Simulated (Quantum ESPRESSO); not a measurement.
## LiMo5Zr2 in 6 site orders

These are calculations, not measurements. They come from Quantum ESPRESSO 7.5, a public plane-wave density functional program. Each row is one single-point run on a made-up periodic cell of eight metal atoms, with elements, volume, strain and displacements drawn at random and not relaxed, so a cell may be unstable or far from any real phase. There is no spin polarisation or spin-orbit coupling.

Settings: PBE unless stated; PseudoDojo standard norm-conserving files; Fermi-Dirac width 0.25 eV, which means electrons at about 2900 K; cutoff 1088 eV; 6 x 6 x 3 k mesh shifted half a step off Gamma. E is the free energy of the whole cell (internal energy minus TS), so a -TS column is already part of it. Stress is positive in tension, and the pressure P is minus a third of its trace.

Checks: one run of this series was repeated at a higher cutoff and on a denser mesh, which moved values by no more than 0.002 eV, 0.03 GPa and 0.005 eV/Å, and a second program with other atomic files agreed on it to 2 % rms in force and 0.5 GPa in pressure. Known limits: a spin test at this wide smearing found no moment, but such smearing suppresses magnetism that the real alloy may have.

The lattice is face-centred cubic, and the cell vectors in Å are (0.000, 0.000, -4.212); (-4.212, 0.000, 0.000); (2.106, 8.425, 2.106), a volume of 149.48 Å³. The runs put one composition on the same eight displaced sites in different orders. E is counted from run 1, and the rms force is over all 24 components. Nothing is relaxed, so E mixes bonding between neighbours with strain on unrelaxed sites, and it is not an ordering energy.

| run | elements on sites 1 to 8 | E (eV) | -TS (eV) | rms force (eV/Å) | largest force (eV/Å) | P (GPa) |
|---|---|---|---|---|---|---|
| 1 | Mo Zr Zr Mo Li Mo Mo Mo | 0.000 | -2.075 | 0.513 | 1.48 | -7.88 |
| 2 | Mo Zr Mo Zr Li Mo Mo Mo | 0.029 | -2.118 | 0.585 | 1.62 | -8.39 |
| 3 | Li Zr Zr Mo Mo Mo Mo Mo | -0.113 | -2.029 | 0.537 | 1.59 | -8.30 |
| 4 | Mo Mo Li Mo Mo Mo Zr Zr | 0.244 | -2.150 | 0.814 | 2.02 | -6.88 |
| 5 | Mo Zr Mo Zr Mo Li Mo Mo | 0.579 | -2.231 | 0.832 | 3.11 | -5.88 |
| 6 | Mo Zr Li Zr Mo Mo Mo Mo | 0.373 | -2.131 | 0.748 | 2.84 | ? |

## Worked fit

A straight line through the runs shown gives P = -8.02 + 3.77 E GPa with E in eV, an error of 0.60 on the slope and a scatter of 0.33 GPa. At this fixed volume the orders of higher energy tend to have the higher pressure.

## Withheld value

Question: what pressure should run 6 give?

The fit gives -6.61 ± 0.38 GPa. The calculation gave -5.59 GPa. This run lies off the fit by more than twice that error, so something that the fit leaves out matters here.
